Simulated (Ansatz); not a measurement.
Given:

AlN:
```cif
data_Al4N4
_chemical_formula_sum 'Al4 N4'
_space_group_name_H-M_alt 'Fm-3m'
_space_group_IT_number 225
_space_group_name_Hall '-F 4 2 3'
_cell_length_a 4.01022
_cell_length_b 4.01022
_cell_length_c 4.01022
_cell_angle_alpha 90.000
_cell_angle_beta 90.000
_cell_angle_gamma 90.000
loop_
_atom_site_label
_atom_site_type_symbol
_atom_site_symmetry_multiplicity
_atom_site_Wyckoff_symbol
_atom_site_fract_x
_atom_site_fract_y
_atom_site_fract_z
_atom_site_occupancy
Al1 Al 4 b 0.50000 0.50000 0.50000 1
N1 N 4 a 0.00000 0.00000 0.00000 1
```
(The calculation used a cell of 2 atoms; values per cell refer to that cell.)

This is the LDA-relaxed structure.

Question: All from LDA in the plane-wave PAW code Ansatz, unless another level is named. Give the band gap.

Answer: 4.71 eV (indirect).

Question: And the formation energy from the elements (no fitted shifts)?

Answer: -1.57 eV/atom.

Question: And the hole effective mass, band 3 of 3 at the edge?

Answer: 0.35 along [100], 0.27 along [110], 0.25 along [111] (mₑ).

Question: Predict the valence-band maximum.

Answer: at Γ.

Question: What about the conduction-band minimum?

Answer: at X (3 equivalent valleys).

This is a known high-pressure phase of the composition, computed here at zero pressure and temperature. The LDA relaxation kept the symmetry of its start; whether a distortion lowers the energy is not shown. The volume moved by -39 % from the start of the relaxation. The references are the lowest solids computed at this level, not always the standard phases (solids in place of the gases).

Potentials: the earlier of the program's two PAW sets. The files were generated under PBE; for other functionals the program regenerates the frozen cores, and for LDA and PBEsol the local potential too.
